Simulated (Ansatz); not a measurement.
HfO$_{2}$:
```
HfO2
1.0
    5.09648     0.00000     0.00000
    0.00000     5.17804     0.00000
   -0.88063     0.00000     5.19682
Hf O
4 8
Cartesian
  0.78884   2.36656   3.68029
  3.42701   2.81148   1.51653
  2.98669   4.95558   4.11495
  1.22915   0.22246   1.08188
  1.41579   3.84113   5.09298
  2.80005   1.33690   0.10385
  2.35974   1.25212   2.70226
  1.85611   3.92592   2.49456
  0.06316   1.74726   1.77093
  4.15269   3.43078   3.42589
  4.59300   4.33628   0.82748
 -0.37716   0.84176   4.36934
```

Relaxed with PBEsol. Special points in fractions of this cell's reciprocal vectors: Γ (0.000, 0.000, 0.000); Z (0.000, 0.500, 0.000); D (0.000, 0.500, 0.500); B (0.000, 0.000, 0.500); A (-0.500, 0.000, 0.500); E (-0.500, 0.500, 0.500); C2 (-0.500, 0.500, 0.000); Y2 (-0.500, 0.000, 0.000).

Question: List the band energies nearest the valence-band maximum at these points for DFT-PBEsol with spin–orbit coupling in the program Ansatz with PAW potentials.

Answer: In eV from the valence-band maximum; about four levels below and three above (degenerate sets whole), none deeper than 8.9 eV; points with the same levels are listed once.

```csv
k,below,above
Γ,-0.17 -0.17 0.00 0.00,4.44 4.44 5.08 5.08
Z,-0.45 -0.45 -0.45 -0.45,4.94 4.94 4.94 4.94
D,-0.65 -0.65 -0.59 -0.59,4.86 4.86 4.90 4.90
B,-0.48 -0.48 -0.48 -0.48,4.68 4.68 4.68 4.68
A,-0.48 -0.48 -0.48 -0.48,4.31 4.31 4.31 4.31
E,-0.76 -0.76 -0.67 -0.67,4.49 4.49 4.53 4.53
C2,-0.63 -0.63 -0.63 -0.63,4.68 4.68 4.68 4.68
Y2,-0.41 -0.41 -0.10 -0.10,3.97 3.97 5.06 5.06
```

Space group P2_1/c. The PBEsol relaxation kept the symmetry of its start. The run is not spin-polarised.

Potentials: the earlier of the program's two PAW sets. The files were generated under PBE; for other functionals the program regenerates the frozen cores, and for LDA and PBEsol the local potential too.
